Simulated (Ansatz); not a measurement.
The start is a relaxed MgRh cell displaced along its unstable phonon at q = (½, 0, 0) of its primitive reciprocal cell (106i cm⁻¹), largest move 0.15 Å. A full variable-cell relaxation at zero pressure is run with PBEsol (plane waves to 420 eV, PAW, scalar-relativistic; Ansatz, an electronic-structure program). First-step values are on the input's coarse k-mesh.

Ansatz input (later rounds restart from its end on a renewed k-mesh):
Ansatz 0.2 input:
```yaml
crystal:
  lattice:
    - [8.6998027264, 0, 0]
    - [-2.1749506816, 3.7671250845, 0]
    - [0, 0, 5.021217404]
  atoms:
    - { symbol: Mg, position: [0.3333333333, 0.2988497928, 0.25] }
    - { symbol: Mg, position: [0.8333333333, 0.3678168739, 0.25] }
    - { symbol: Mg, position: [0.1666666667, 0.7011502072, 0.75] }
    - { symbol: Mg, position: [0.6666666667, 0.6321831261, 0.75] }
    - { symbol: Rh, position: [0.3333333333, 0.3627547095, 0.75] }
    - { symbol: Rh, position: [0.8333333333, 0.3039119572, 0.75] }
    - { symbol: Rh, position: [0.1666666667, 0.6372452905, 0.25] }
    - { symbol: Rh, position: [0.6666666667, 0.6960880428, 0.25] }
basis: { ecutwfc: 420, ecutrho_ratio: 4, xc_grid: 2, fft_grid_basis: typed }
kpoints: { mp_grid: { grid: [9, 9, 7] } }
hamiltonian:
  xc: pbesol
  dispersion: none
  pseudopotentials: { kind: paw }
scf: { occupations: { method: fermi_dirac, width: 0.05 } }
relax: { f_tol: 0.01, max_steps: 100, cell: { stress_tol: 0.02 } }
output: { forces: true, stress: true }
```

| Quantity | Value |
|---|---|
| Largest initial force | 0.54 eV/Å, on Rh5, Rh6, Rh7, Rh8 (atoms numbered as listed) |
| Volume change | -28.8 %, from 20.57 to 14.65 Å³/atom |
| Relative to the parent | It does not go back: it reaches Pm-3m (No. 221), CsCl type, 1.07 eV/atom below the parent |
| Shortest distances (start → end) | The closest pairs of elements (up to four, under 3.6 Å), start → end: Mg–Rh 2.49 → 2.67 Å; Mg–Mg 3.38 → 3.08 Å; Rh–Rh 3.40 → 3.08 Å |
| Band gap at the end | zero (metallic) |
| Optimiser moves | 20 |

It ends as:

Space group Pm-3m (No. 221); a = b = c = 3.0828 Å, α = β = γ = 90.00°

| atom | site | symmetry | x | y | z |
|---|---|---|---|---|---|
| Mg | 1b | m-3m | 0.5000 | 0.5000 | 0.5000 |
| Rh | 1a | m-3m | 0.0000 | 0.0000 | 0.0000 |

Final values are on a 15×15×15 k-mesh of the relaxed cell. No spin polarisation in the result.

The run could not lose the symmetry of its start.

Of the parent cell (P6₃/mmc (No. 194)): it is a generated cell of MgRh: the first start was made by placing the elements on the sites of a structure type, and the end was not matched to a known phase here, so it may be hypothetical.
